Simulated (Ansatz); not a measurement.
Input:

Ge:
Space group P4₃2₁2 (No. 96); a = b = 5.9293 Å, c = 6.9551 Å, α = β = γ = 90.00°

| atom | site | symmetry | x | y | z |
|---|---|---|---|---|---|
| Ge | 4a | ..2 | 0.0886 | 0.0886 | 0.0000 |
| Ge | 8b | 1 | 0.1721 | 0.3694 | 0.2575 |

This is the PBEsol-relaxed structure.

Problem. All from plane-wave PAW PBEsol (Ansatz code), unless another level is named. Predict the zero-point energy.

Solution. 30.8 meV/atom.

Problem. And the Hill bulk and shear moduli?

Solution. 60.0 and 47.3 GPa.

Space group P4_32_12. The first step of the workflow began from a Materials Project structure, measured or hypothetical; the Crystallography Open Database files this formula in space group No. 96, but the cells were not matched. It is not the phase usual at ambient conditions (space group No. 227). The cell was relaxed with PBEsol under the symmetry of its start; its stability against distortions is not shown here.

Potentials: the earlier of the program's two PAW sets. The files were generated under PBE; for other functionals the program regenerates the frozen cores, and for LDA and PBEsol the local potential too.
